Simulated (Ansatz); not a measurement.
AgW:
```cif
data_AgW
_chemical_formula_sum 'Ag1 W1'
_space_group_name_H-M_alt 'P4/mmm'
_space_group_IT_number 123
_space_group_name_Hall '-P 4 2'
_cell_length_a 2.68953
_cell_length_b 2.68953
_cell_length_c 4.56791
_cell_angle_alpha 90.000
_cell_angle_beta 90.000
_cell_angle_gamma 90.000
loop_
_atom_site_label
_atom_site_type_symbol
_atom_site_symmetry_multiplicity
_atom_site_Wyckoff_symbol
_atom_site_fract_x
_atom_site_fract_y
_atom_site_fract_z
_atom_site_occupancy
Ag1 Ag 1 a 0.00000 0.00000 0.00000 1
W1 W 1 d 0.50000 0.50000 0.50000 1
```

Relaxed at zero pressure with DFT-PBE in the program Ansatz with PAW potentials.

Problem. The volume is lowered by 3 % and shape and atoms relax at that volume. What pressure results, and how do the axes share the change?

Solution. 6.2 GPa; a -0.8 %, b -0.8 %, c -1.5 %; the energy rises by 9 meV/atom.

Problem. Give the new structure.

Solution. 
Space group P4/mmm (No. 123); a = 2.6689 Å, b = 2.6689 Å, c = 4.4997 Å, α = 90.00°, β = 90.00°, γ = 90.00°

```tsv
atom	site	symmetry	x	y	z
Ag	1a	4/mmm	0.0000	0.0000	0.0000
W	1d	4/mmm	0.5000	0.5000	0.5000
```

The phase is kept; no other phase was compared at this pressure.

The start of the workflow was typed in or built on a structure type; neither database checked (COD, Materials Project) lists it. Whether it is the stable phase at ambient conditions was not checked. The PBE relaxation kept the symmetry of its start; whether a distortion lowers the energy is not shown. No spin polarisation was allowed. Its formation energy is positive at this level, so the cell may be metastable or incomplete. Axis ratios of metals converge slowly with the k-mesh, so a and c are less sure than the volume. Scalar-relativistic: spin–orbit coupling is off unless named, which matters more the heavier the elements.

Potentials: the earlier of the program's two PAW sets.
